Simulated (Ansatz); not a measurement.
KLuS$_{2}$:
```
CELL_PARAMETERS angstrom
      1.95449     1.12843     7.23696
     -1.95449     1.12843     7.23696
      0.00000    -2.25685     7.23696
ATOMIC_POSITIONS crystal
  Lu 0.50000 0.50000 0.50000
  K  0.00000 0.00000 0.00000
  S  0.23341 0.23341 0.23341
  S  0.76659 0.76659 0.76659
```

Plane-wave PAW PBEsol (Ansatz code) gives a gap of 2.10 eV without spin–orbit coupling, maximum at Γ, minimum at F.

What happens when spin–orbit coupling is switched on?

The gap decreases by 0.05 eV, to 2.05 eV; maximum at Γ, minimum at F.

Give the electron effective mass with spin–orbit coupling.

0.28, 0.51, 1.8 mₑ (principal values).

Give the hole effective mass with spin–orbit coupling.

0.33, 0.33, 2.4 mₑ (principal values).

Space group R-3m. The workflow started from an entry of the Crystallography Open Database (COD, 301 K). Its standing as an ambient phase is unchecked. The cell was relaxed with PBEsol under the symmetry of its start; of distortions, only those at the zone centre were tested.

Potentials: the later of the program's two PAW sets.
